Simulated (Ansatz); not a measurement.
CsSnI₃:
```
CsSnI3
1.0
    6.27144     0.00000     0.00000
    0.00000     6.27144     0.00000
    0.00000     0.00000     6.27144
Cs I Sn
1 3 1
Direct
  0.00000   0.00000   0.00000
  0.00000   0.50000   0.50000
  0.50000   0.00000   0.50000
  0.50000   0.50000   0.00000
  0.50000   0.50000   0.50000
```

Relaxed with PBE. Independent-particle spectrum: no excitons, no local fields, no scissors shift; 0.1 eV broadening; ε₁ of the summed bands alone.

Question: Tabulate the dielectric function from plane-wave PAW PBE (Ansatz code).

Answer: 

```
E (eV)  ε₁ xx  ε₂ xx
------  -----  -----
0.0      8.95   0.00
0.3      9.35   0.01
0.6     10.03   1.37
0.9      9.92   2.25
1.2     10.21   3.39
1.5     10.53   5.78
1.8      7.23   7.60
2.1      5.99   7.56
2.4      4.32   8.27
2.7      0.76   6.79
3.0      1.95   5.05
3.3      0.78   5.36
3.6      0.44   3.51
3.9      0.89   2.60
4.2      1.45   2.02
4.5      2.14   1.96
4.8      2.56   2.08
5.1      2.66   2.08
5.4      3.66   1.99
5.7      4.45   3.52
6.0      3.32   5.57
6.3      0.96   5.82
6.6     -0.12   3.76
6.9      0.51   2.95
7.2      1.10   2.94
7.5      0.76   2.75
7.8      1.61   2.73
8.1      1.06   4.40
8.4     -0.32   3.60
8.7     -0.58   2.92
9.0     -0.66   2.42
9.3     -0.56   1.87
9.6     -0.12   1.59
9.9     -0.14   1.70
10.2    -0.19   1.64
10.5    -0.09   1.34
10.8     0.01   1.02
11.1     0.44   1.18
11.4     0.13   1.27
11.7     0.32   0.97
12.0     0.51   0.92
```

Question: From ε at 1.4 eV (xx: 10.48 + 4.67i), find n, k, the normal reflectivity and the absorption coefficient.

Answer: n = 3.31, k = 0.705, R = 31 %, α = 2kE/ħc = 100000 cm⁻¹.

With all bands, ε∞ without local fields is 9.02.

Space group Pm-3m (cubic perovskite). This is a known high-temperature phase of the composition, computed here at zero pressure and temperature. Symmetry was held in the PBE relaxation; of distortions, only those at the zone centre were tested. Spin–orbit coupling is left out wherever it is not named.

Potentials: the later of the program's two PAW sets.
